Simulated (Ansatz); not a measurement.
Born–Oppenheimer molecular dynamics of a 15-atom Sn₄P₁₁ cell at 21.40 Å³/atom, computed with Ansatz: Langevin thermostat at 3000 K, 250 steps of 3.0 fs, friction 0.03 1/fs. The run is short and the cell small, so it isn't an equilibrium average.

```yaml
crystal:
  lattice:
    - [6.910954, -0.147709, 0.055919]
    - [-0.147709, 6.82793, -0.276122]
    - [0.055919, -0.276122, 6.817321]
  atoms:
    - { symbol: Sn, position: [0.8542693827, 0.4997277221, 0.0173557985] }
    - { symbol: Sn, position: [0.2638608174, 0.9765354073, 0.4340099596] }
    - { symbol: Sn, position: [0.9145987595, 0.2005218035, 0.527218481] }
    - { symbol: Sn, position: [0.4279413416, 0.2938825778, 0.6703495572] }
    - { symbol: P, position: [0.4652470497, 0.3403221523, 0.0415196859] }
    - { symbol: P, position: [0.6501942599, 0.581101927, 0.5151849269] }
    - { symbol: P, position: [0.1036375114, 0.5099702445, 0.7296093997] }
    - { symbol: P, position: [0.6281538283, 0.9193490606, 0.5535019109] }
    - { symbol: P, position: [0.8966848353, 0.7863716302, 0.3470903799] }
    - { symbol: P, position: [0.0888702266, 0.2734448385, 0.1830691089] }
    - { symbol: P, position: [0.7916696328, 0.958492124, 0.807792997] }
    - { symbol: P, position: [0.11486744, 0.8135972401, 0.7538402774] }
    - { symbol: P, position: [0.1512956627, 0.9020320952, 0.0959565143] }
    - { symbol: P, position: [0.5366771241, 0.3496588026, 0.2987322293] }
    - { symbol: P, position: [0.1323423235, 0.5892496709, 0.4127764942] }
  symmetry: { detect: false }
basis:
  ecutwfc: 420
  xc_grid: 1
kpoints:
  mp_grid: { grid: [1, 1, 1], shift: [0.25, 0.25, 0.25] }
hamiltonian:
  xc: pbe
scf:
  occupations: { method: fermi_dirac, width: 0.2585 }
  lower_state_search: "off"
  convergence: { dr2_threshold: 1.0e-05 }
output:
  forces: true
  stress: true
md:
  timestep: 3.0
  n_steps: 250
  ensemble: nvt_langevin
  friction: 0.03
  temperature: 3000.0
  initial_velocities: maxwell_boltzmann
  seed: 43950
```

```bash
ansatz run input.yaml --threads 2 --pin off --max-ram 5120MiB --backend cpu --events-out ev --progress --plain --runs-dir out
```

All numbers below come from DFT PBE, scalar-relativistic, plane waves, PAW in Ansatz.

6 frames, positions in Å (not wrapped into the cell) and forces in eV/Å:

```xyz
15
Lattice="6.911 -0.148 0.056 -0.148 6.828 -0.276 0.056 -0.276 6.817" Properties=species:S:1:pos:R:3:forces:R:3 pbc="T T T" time_fs=0.0 temperature_K=2800 free_energy_over_first_frame_eV=0.000
Sn    5.831    3.281    0.028   -0.920   -0.070    0.550
Sn    1.704    6.509    2.704    1.280   -0.530    0.410
Sn    6.321    1.088    3.590   -1.160    0.990   -0.620
Sn    2.952    1.758    4.513    0.500    0.790    0.470
P     3.167    2.244    0.215   -2.600    0.620   -5.140
P     4.436    3.729    3.388    0.150    0.400    0.550
P     0.682    3.265    4.839    0.940   -0.800   -0.990
P     4.236    6.032    3.555   -0.970   -0.960   -0.820
P     6.100    5.141    2.199    0.000   -0.530   -1.540
P     0.584    1.803    1.178    0.900   -0.190   -0.170
P     5.375    6.205    5.287    0.570   -0.220    1.540
P     0.716    5.330    4.921   -0.050    2.040    2.020
P     0.918    6.110    0.414   -0.660    0.760   -1.760
P     3.674    2.226    1.970    1.960   -0.970    6.120
P     0.851    3.890    2.659    0.070   -1.320   -0.610
15
Lattice="6.911 -0.148 0.056 -0.148 6.828 -0.276 0.056 -0.276 6.817" Properties=species:S:1:pos:R:3:forces:R:3 pbc="T T T" time_fs=150.0 temperature_K=3745 free_energy_over_first_frame_eV=0.682
Sn    5.486    3.232   -0.714    0.740    1.050    0.790
Sn    1.949    6.914    2.632    1.020   -0.100    0.940
Sn    6.236    1.068    3.440   -0.240   -0.660   -0.470
Sn    2.929    2.330    4.742    1.110   -1.710   -1.670
P     3.279    2.852    0.274   -1.440   -0.640    2.850
P     4.520    3.693    3.160   -0.420    0.100    0.890
P     0.686    3.080    4.688   -1.740   -1.280    2.340
P     4.019    5.184    1.785    0.290    0.940   -0.520
P     6.237    3.744    1.771    1.490    0.210    0.030
P     1.227    1.147    0.833   -0.600   -0.770   -0.640
P     5.791    5.632    5.575   -1.110    0.150    0.270
P     0.913    5.634    5.116    1.500   -0.530    0.430
P     0.923    5.600    0.500   -0.470    1.090   -0.890
P     4.208    1.326    1.647   -0.190    0.140   -0.240
P     1.226    3.952    3.044    0.070    2.030   -4.110
15
Lattice="6.911 -0.148 0.056 -0.148 6.828 -0.276 0.056 -0.276 6.817" Properties=species:S:1:pos:R:3:forces:R:3 pbc="T T T" time_fs=300.0 temperature_K=3584 free_energy_over_first_frame_eV=-1.113
Sn    5.552    3.077   -0.714    0.620    0.070   -0.210
Sn    2.519    6.729    2.715   -0.550    0.080   -0.460
Sn    6.638    0.853    3.600    0.280    0.950   -0.850
Sn    3.004    2.235    4.866   -0.360    0.820    0.120
P     2.546    2.208    1.417    0.790   -0.540   -0.660
P     3.924    4.982    3.703    1.830   -0.110    0.330
P     0.667    3.870    4.344   -0.540   -0.520    0.180
P     3.887    4.206    1.196   -1.460    0.520    0.100
P     5.533    3.268    1.968    1.130   -1.680    0.860
P     0.689    0.630    0.734    0.580   -0.390   -0.940
P     5.013    6.652    5.123   -1.640   -0.700    0.390
P     1.192    6.374    5.156   -0.590   -0.510    0.860
P     1.588    5.353    0.146   -0.470    0.780    0.010
P     4.103    0.384    0.663    0.140    0.770    0.010
P    -0.008    5.061    1.861    0.240    0.470    0.290
15
Lattice="6.911 -0.148 0.056 -0.148 6.828 -0.276 0.056 -0.276 6.817" Properties=species:S:1:pos:R:3:forces:R:3 pbc="T T T" time_fs=450.0 temperature_K=4772 free_energy_over_first_frame_eV=0.093
Sn    5.948    3.483   -0.696    0.430    0.720    0.140
Sn    2.716    6.582    2.999   -0.050    0.110    0.730
Sn    6.540    0.569    3.567    0.240    1.820    1.690
Sn    2.424    1.962    5.824   -0.040   -0.980   -5.430
P     1.360    3.231    1.054   -2.030    0.250    2.960
P     3.654    4.229    4.945    0.230    0.870    0.060
P     1.166    4.017    3.207   -0.880    0.270    0.060
P     3.287    4.106    0.332    2.360    1.840    0.260
P     6.128    3.013    2.285    0.040    0.970   -0.140
P     0.512    1.215    0.309   -1.310   -1.130    0.460
P     4.374    6.333    5.106    0.760    0.580    0.410
P     0.788    6.122    5.255   -0.340   -0.790   -0.390
P     1.793    6.190    0.551   -0.630    1.020   -0.590
P     3.428    1.088    0.785    1.810   -2.270    1.200
P    -0.978    5.521    2.146   -0.600   -3.290   -1.420
15
Lattice="6.911 -0.148 0.056 -0.148 6.828 -0.276 0.056 -0.276 6.817" Properties=species:S:1:pos:R:3:forces:R:3 pbc="T T T" time_fs=600.0 temperature_K=3109 free_energy_over_first_frame_eV=-0.044
Sn    6.218    3.443   -0.445    1.350   -0.140    0.940
Sn    2.432    6.732    4.025    0.310   -1.110   -0.740
Sn    6.129    0.791    3.795   -1.580    0.780    2.100
Sn    1.886    2.033    5.919    0.350    1.070    0.360
P     2.102    4.187    1.809   -0.540   -1.240   -0.550
P     4.457    3.208    4.849   -2.040    0.560   -1.490
P     1.862    3.978    3.961    0.600    0.740   -0.090
P     3.602    2.752    0.880    0.270    0.130    0.610
P     6.355    3.371    2.049    0.620    0.890    0.390
P     0.669    0.796    1.840    1.600   -0.440   -1.240
P     5.505    5.218    4.917   -1.200   -0.210   -0.440
P     0.123    6.633    5.879    0.070   -0.160   -0.850
P     2.081    6.484    0.615    1.320   -0.700   -0.040
P     4.420    0.325    1.374   -1.200    0.620    0.580
P    -1.359    5.615    1.968    0.080   -0.780    0.470
15
Lattice="6.911 -0.148 0.056 -0.148 6.828 -0.276 0.056 -0.276 6.817" Properties=species:S:1:pos:R:3:forces:R:3 pbc="T T T" time_fs=750.0 temperature_K=3408 free_energy_over_first_frame_eV=-0.259
Sn    6.395    3.855    0.081   -0.090    0.470   -1.610
Sn    2.667    6.891    3.833    0.010   -0.390    0.220
Sn    5.566    1.102    3.704    0.710   -0.080    2.420
Sn    1.554    2.107    6.099    1.770    0.700    0.950
P     2.220    4.982    1.567    1.050   -0.510   -0.420
P     3.302    3.363    4.621   -0.300    0.430    0.300
P     1.108    4.190    3.687    1.180    0.760    0.490
P     4.218    3.022    0.990   -1.030   -1.460    0.200
P     6.324    3.397    2.604    0.390    0.210   -0.030
P     0.847   -0.586    0.951   -0.150    0.520    0.710
P     3.488    5.081    6.047   -0.080   -0.780   -0.540
P     0.568    6.693    5.518   -1.060   -0.820   -1.820
P     2.687    7.304    1.155   -0.400    0.620    0.160
P     5.253    0.894    1.327   -2.050    0.640   -1.840
P    -1.665    5.494    1.842    0.040   -0.310    0.800
```

Over the second half the temperature averages 3614 K and the pressure (kinetic part included, positive in compression) 7.9 GPa. Mean square displacements at the end: P 6.09 Å², Sn 1.84 Å² (from the start of this run, the atoms' common shift taken off).

One k point is coarse for so small a cell, so forces and above all the pressure are rough.

The run took 5.9 min on 2 threads of Arm Neoverse V1, with other jobs on the host, peak memory 0.45 GiB.